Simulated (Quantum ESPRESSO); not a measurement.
# Where does Se sit best among S sites?

Calculated results; nothing here was measured. They come from pw.x of Quantum ESPRESSO 7.5, a plane-wave density functional program, with PseudoDojo standard norm-conserving files (v0.5 for PBE, v0.4.1 for LDA and PBEsol). The cells are made up: elements, strain and atom displacements were drawn at random, and nothing was relaxed. There is no spin polarisation, spin-orbit coupling or dispersion term.

The cell has 16 sites of a zincblende or diamond lattice (two cubes along c). Sites 1 to 8 hold Zn Zn Zn Zn Zn Zn Zn Zn; sites 9 to 16 hold X X X S S X S S. Cell vectors in Å: (5.277, 0.085, -0.045); (0.085, 5.190, 0.048); (-0.091, 0.096, 10.638). Settings: PBE, cutoff 1170 eV, 4 x 4 x 2 k mesh shifted by half a step, Fermi-Dirac smearing of 0.025 eV.

In each run one of the sites marked X holds Se and the others hold S; cell and positions stay the same. E is the free energy of the cell.

```
site of the guest  first shell  mean distance (Å)  E above the lowest (eV)  P (GPa)  force on the guest (eV/Å)
                9          Zn4              2.249                    0.135    11.86                      0.476
               10          Zn4              2.287                    0.001    11.70                      1.332
               11          Zn4              2.287                    0.000    11.69                      1.458
               14          Zn4              2.271                    0.094    11.80                      1.867
```

A rerun of one of these cells at 1467 eV and k mesh 6 x 6 x 4 moved values by no more than 0.005 eV in the cell's energy, 0.02 GPa in stress and 0.002 eV/Å in force.

## Reading the table

Sites 11 and 10 are too close to be ranked against the rerun's bound. A straight line of energy against the mean distance has a slope of -3.6 ± 0.8 eV/Å, so the guest costs less on the roomier sites. The positions are random and not relaxed, so the differences hold for this frozen cell and are not site preferences of a real crystal.